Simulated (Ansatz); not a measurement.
Energies of structures of Cu at several levels, each column relative to the first row (Fm-3m, cF4, fcc (Cu type)), in eV/atom. Geometries are relaxed with r2SCAN (plane waves to 500 eV, PAW, scalar-relativistic; Ansatz, a first-principles code) unless a column says relaxed; all runs are Ansatz, PAW (cutoffs: PBEsol, relaxed 420 eV). Columns compare only within themselves.

| structure | r2SCAN | PBEsol, relaxed |
|---|---|---|
| Fm-3m, cF4, fcc (Cu type) | 0.00 | 0.00 |
| P6₃/mmc, hP2, hcp (Mg type) | +0.01 | +0.01 |
| Im-3m, cI2, bcc (W type) | +0.04 | +0.04 |
| Pm-3m, cP1, AFLOW prototype A_cP1_221_a (A_h) | +0.51 | +0.53 |

At PBEsol, relaxed the lowest of those computed is still Fm-3m, cF4, fcc (Cu type). Against r2SCAN, PBEsol moves these energy differences by 0.00 to 0.02 eV/atom and the volumes by -1.2 % to -1.0 %.

Probably no minimum, since a slightly shaken restart fell lower: Im-3m, cI2, bcc (W type) (by 0.04 eV/atom, to Fm-3m); Pm-3m, cP1, AFLOW prototype A_cP1_221_a (A_h) (by 0.51 eV/atom, to Fm-3m). Each run could gain symmetry but not lose that of its start, so entries can be saddle points. From databases, or of a type measured for this composition: Fm-3m, cF4, fcc (Cu type); the others are generated cells (placed on structure types, drawn at random, substituted or restacked) that were not matched to a known phase here. Static energies at zero pressure. No spin polarisation in the result.
